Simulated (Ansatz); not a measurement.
Values for one crystal, relaxed and computed with the program Ansatz at the PBEsol level (PAW); other levels are named.

| Property | Value |
|---|---|
| Volume per atom | 17.09 Å³ |
| Electronic character | metallic (no gap) |
| Young's modulus | 67.3 GPa |
| Hill bulk and shear moduli | 70.2 and 25.1 GPa |
| Poisson's ratio | 0.34 |
| Elastic constants (relaxed ions, GPa) | C11 = 93.2, C12 = 58.6, C44 = 32.3 |
| Density of states at the Fermi level | 0.44 states/eV per atom (mean over ±0.08 eV) |

### Question
Which of these materials gives this?
A) Al, Fd-3m (Al on 8a, Al on 16d)
B) Yb, bcc (W type)
C) Mg, Fd-3m (Mg on 8a, Mg on 16d)
D) Y, dhcp (α-La type)

### Answer
A, Al, Fd-3m (Al on 8a, Al on 16d)

The start of the workflow was typed in or built on a structure type; neither database checked (COD, Materials Project) lists it. It is not the phase usual at ambient conditions (space group No. 225). Symmetry was held in the PBEsol relaxation. At this level the phase is dynamically unstable (imaginary phonons). As this level gives no gap, shear constants depend on the k-mesh and smearing (Fermi–Dirac, 0.1 eV here).

Potentials: the later of the program's two PAW sets.
